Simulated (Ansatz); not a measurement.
CuCl (zinc blende, space group No. 216), plane-wave PAW LDA (Ansatz code). The conduction-band minimum lies at Γ, with 1 equivalent valley. Second derivatives d²E/dk² of the lowest band at one valley (eV·Å²), along Cartesian directions:

```csv
direction,d²E/dk²
[100],37.70
[010],37.70
[001],37.70
[110],37.69
[101],37.69
[011],37.69
```

Q: Find the principal effective masses, the density-of-states mass and the conductivity mass.

A: Off-diagonal terms follow from H_xy = H[110] − (H_xx + H_yy)/2, and m*/mₑ = 7.620 eV·Å² over each eigenvalue: 0.20, 0.20, 0.20. One valley's DOS mass (m₁m₂m₃)^(1/3) = 0.20, conductivity mass 3/(Σ 1/mᵢ) = 0.20 mₑ.

Q: What effective density of states Nc follows at 300 K for parabolic valleys?

A: Nc = 2.509e19 × 1 × (0.20)^(3/2) ≈ 2.2e18 cm⁻³.

Q: With the computed static dielectric constant 7.32 (mean of the diagonal), estimate a hydrogenic donor's binding energy and radius.

A: E = 13.606 eV × 0.20/7.32² ≈ 51 meV; a = 0.529 Å × ε/m* ≈ 19 Å. Semilocal masses tend to be too small where the gap is.

Q: With ε∞ = 5.61 and ω_LO = 217 cm⁻¹, what Fröhlich coupling constant follows?

A: α = (1/ε∞ − 1/ε0) √(m* × 13.606 eV/ħω_LO) = 0.42.

Space group F-43m (zinc blende). The cell was relaxed with LDA under the symmetry of its start; phonons on a q-mesh show no instability. The run is not spin-polarised.

Potentials: the earlier of the program's two PAW sets.
